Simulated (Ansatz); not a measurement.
The relaxed structure here is a generated cell of SnO: the first start was made by placing the elements on the sites of a structure type, and the end was not matched to a known phase here, so it may be hypothetical. Known forms of SnO include space group No. 129.

The end point of a relaxation of SnO. Space group P6₃mc (No. 186), AFLOW prototype AB_hP4_186_b_a (B12, as in BN). All values below come from PBE (plane waves to 420 eV, PAW, scalar-relativistic; Ansatz, a quantum-chemistry and plane-wave program).

```cif
data_O2Sn2
_chemical_formula_sum 'O2 Sn2'
_space_group_name_H-M_alt 'P63mc'
_space_group_IT_number 186
_space_group_name_Hall 'P 6c -2c'
_cell_length_a 3.39914
_cell_length_b 3.39914
_cell_length_c 8.05949
_cell_angle_alpha 90.000
_cell_angle_beta 90.000
_cell_angle_gamma 120.000
loop_
_atom_site_label
_atom_site_type_symbol
_atom_site_symmetry_multiplicity
_atom_site_Wyckoff_symbol
_atom_site_fract_x
_atom_site_fract_y
_atom_site_fract_z
_atom_site_occupancy
O1 O 2 b 0.33333 0.66667 0.08846 1
Sn1 Sn 2 a 0.00000 0.00000 0.46154 1
```

**Question.** Predict the band gap from PBE.

**Answer.** 0.69 eV, indirect (valence top at K, conduction bottom at M) (no spin-orbit coupling).

**Question.** What is the computed smallest direct gap (PBE)?

**Answer.** 1.33 eV at M.

No spin polarisation in the result.

The run could not lose the symmetry of its start, so the end can be a saddle point.
